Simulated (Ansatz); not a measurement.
Starting cell, CaO (rock salt):

```xyz
4
Lattice="0.0000 4.8307 4.8307 2.4153 2.4153 4.8307 2.4153 2.4153 0.0000" Properties=species:S:1:pos:R:3 pbc="T T T"
O      0.0000     0.0000     0.0000
O      2.4153     4.8307     7.2460
Ca     2.4153     7.2460     7.2460
Ca     2.4153     4.8307     4.8307
```

The atoms are displaced by Q × the pattern below (from a DFPT mode at X = (0.5, 0.5, 0.0), largest move 1; Q in Å), at fixed cell. It is one choice among 2 degenerate patterns. (q is in reciprocal vectors of the primitive cell; the cell shown is doubled to hold the pattern.)

```json
[
 {"atom": "O1", "x": "0.000", "y": "-0.491", "z": "0.000"},
 {"atom": "O2", "x": "0.000", "y": "0.491", "z": "0.000"},
 {"atom": "Ca3", "x": "0.000", "y": "1.000", "z": "0.000"},
 {"atom": "Ca4", "x": "0.000", "y": "-1.000", "z": "0.000"}
]
```

Level of theory: PBE (plane waves to 420 eV, PAW, scalar-relativistic; Ansatz, a program for electronic structure). k mesh 12×12×12 (Γ-centred), Fermi-Dirac smearing 0.05 eV. The energy includes the smearing's −TS. CaO was relaxed with its symmetry unable to fall. The zero of ΔE is the undisplaced structure.

| Q (Å) | ΔE (eV/cell) |
|---|---|
| -0.100 | 0.0630 |
| -0.067 | 0.0280 |
| -0.033 | 0.0070 |
| 0.000 | 0.0000 |
| 0.033 | 0.0070 |
| 0.067 | 0.0280 |
| 0.100 | 0.0630 |

Problem. Which DFPT wavenumber at X = (0.5, 0.5, 0.0) belongs to this mode?
A) 383 cm⁻¹
B) 278 cm⁻¹
C) 198 cm⁻¹

Solution. C, 198 cm⁻¹. The curvature of the scan gives 198 cm⁻¹

(For displaced atoms, the force is minus the slope of the energy, and its curvature is a force constant, which sets phonon frequencies.)
